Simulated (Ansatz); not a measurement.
AlPt$_{3}$:
```cif
data_AlPt3
_chemical_formula_sum 'Al1 Pt3'
_space_group_name_H-M_alt 'P 1'
_space_group_IT_number 1
_cell_length_a 3.84926
_cell_length_b 3.84926
_cell_length_c 3.84926
_cell_angle_alpha 90.000
_cell_angle_beta 90.000
_cell_angle_gamma 90.000
loop_
_space_group_symop_operation_xyz
  'x, y, z'
loop_
_atom_site_label
_atom_site_type_symbol
_atom_site_fract_x
_atom_site_fract_y
_atom_site_fract_z
_atom_site_occupancy
Al1 Al 0.00000 0.00000 0.00000 1
Pt1 Pt 0.00000 0.50000 0.50000 1
Pt2 Pt 0.50000 0.00000 0.50000 1
Pt3 Pt 0.50000 0.50000 0.00000 1
```

This is the LDA-relaxed structure.

### Question
All from the program Ansatz at the LDA level (PAW), unless another level is named. Predict the density of states at the Fermi level.

### Answer
0.70 states/eV per atom (mean over ±0.08 eV).

### Question
Give the formation energy from the elements (no fitted shifts).

### Answer
-0.72 eV/atom.

Space group Pm-3m (Cu3Au type). The workflow started from a Materials Project entry (that database holds measured and hypothetical structures alike); the Crystallography Open Database copy checked does not list it. Its standing as an ambient phase is unchecked. Symmetry was held in the LDA relaxation; whether a distortion lowers the energy is not shown. The run is not spin-polarised. The references are the lowest solids computed at this level, not always the standard phases. Spin–orbit coupling is left out wherever it is not named.

Potentials: the later of the program's two PAW sets.
